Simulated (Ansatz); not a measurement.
W (bcc (W type), Im-3m) under volume change, PBEsol (plane waves, PAW; program Ansatz), scaled uniformly.

```
V (Å³/atom)  E − E(relaxed) (meV/atom)  P (GPa)
-----------  -------------------------  -------
14.283                           151.7    37.13
14.754                            64.0    22.90
15.225                             ___      ___
15.696                             0.0     0.00
16.166                            13.7    -9.07
16.637                             ___      ___
17.108                           111.3   -23.36
```

### Question
Some entries are withheld; supply them.

### Answer

- 16.637, E − E(relaxed) (meV/atom): 52.0
- 16.637, P (GPa): -16.80
- 15.225, E − E(relaxed) (meV/atom): 15.2
- 15.225, P (GPa): 10.61

### Question
What does a third-order Birch–Murnaghan fit give for V₀, B₀ and B′?

### Answer
V₀ = 15.70 Å³/atom, B₀ = 324 GPa, B′ = 4.1.

The cell was relaxed with PBEsol under the symmetry of its start. No spin polarisation was allowed. Spin–orbit coupling is left out wherever it is not named.

Potentials: the earlier of the program's two PAW sets.
